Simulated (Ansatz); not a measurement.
The start is a randomly generated symmetric cell of SnTe (space group No. 46). Cell shape, volume and atoms are optimised at zero target pressure with r2SCAN (plane waves to 500 eV, PAW, scalar-relativistic; Ansatz, a quantum-chemistry and plane-wave program). First-step values are on the input's coarse k-mesh.

Ansatz input (later rounds restart from its end on a renewed k-mesh):
Ansatz 0.2 input:
```yaml
crystal:
  lattice:
    - [-3.0875625, 2.6351823, 4.7505679]
    - [3.0875625, -2.6351823, 4.7505679]
    - [3.0875625, 2.6351823, -4.7505679]
  atoms:
    - { symbol: Sn, position: [0.0905178, 0.76635338, 0.82416442] }
    - { symbol: Sn, position: [0.94218896, 0.26635338, 0.17583558] }
    - { symbol: Te, position: [0.22091265, 0.22091265, 0] }
    - { symbol: Te, position: [0.22091265, 0.72091265, 0.5] }
basis: { ecutwfc: 500, ecutrho_ratio: 4, xc_grid: 4, fft_grid_basis: typed }
kpoints: { mp_grid: { grid: [6, 6, 6] } }
hamiltonian:
  xc: r2scan
  dispersion: none
  pseudopotentials: { azcp: { folder: ./paw }, kind: paw }
scf: { occupations: { method: fermi_dirac, width: 0.05 } }
relax: { f_tol: 0.01, max_steps: 100, cell: { stress_tol: 0.02 } }
output: { forces: true, stress: true }
```

Task: Which atoms feel the largest initial force, and how large is it?

Result: About 5.7 eV/Å, on Sn1, Sn2 (atoms numbered as listed).

Task: What symmetry does the relaxed structure have?

Result: The space group goes from Ima2 (No. 46) to P-6m2 (No. 187); the end is AFLOW prototype AB_hP2_187_d_a (B_h, as in WC), with 2 atoms in the primitive cell.

Task: By how much does the energy per atom fall from start to end?

Result: 1.15 eV/atom.

Task: How do the shortest distances between atoms change?

Result: The closest pairs of elements (up to four, under 3.6 Å), start → end: Sn–Te 2.51 → 3.21 Å; Te–Te 3.09 → 4.16 Å; Sn–Sn 3.18 → 4.16 Å.

Task: Write out the relaxed structure.

Result: 
Space group P-6m2 (No. 187); a = b = 4.2393 Å, c = 4.1556 Å, α = β = 90.00°, γ = 120.00°

```csv
atom,site,symmetry,x,y,z
Sn,1f,-6m2,0.6667,0.3333,0.5000
Te,1a,-6m2,0.0000,0.0000,0.0000
```

Final values are on a 11×13×13 k-mesh of the relaxed cell. No spin polarisation in the result.

The run could not lose the symmetry of its start, so the end can be a saddle point.

The relaxed structure here is a generated cell of SnTe: the first start was made by a random draw of sites in a space group, and the end was not matched to a known phase here, so it may be hypothetical. Known forms of SnTe include space group No. 225.
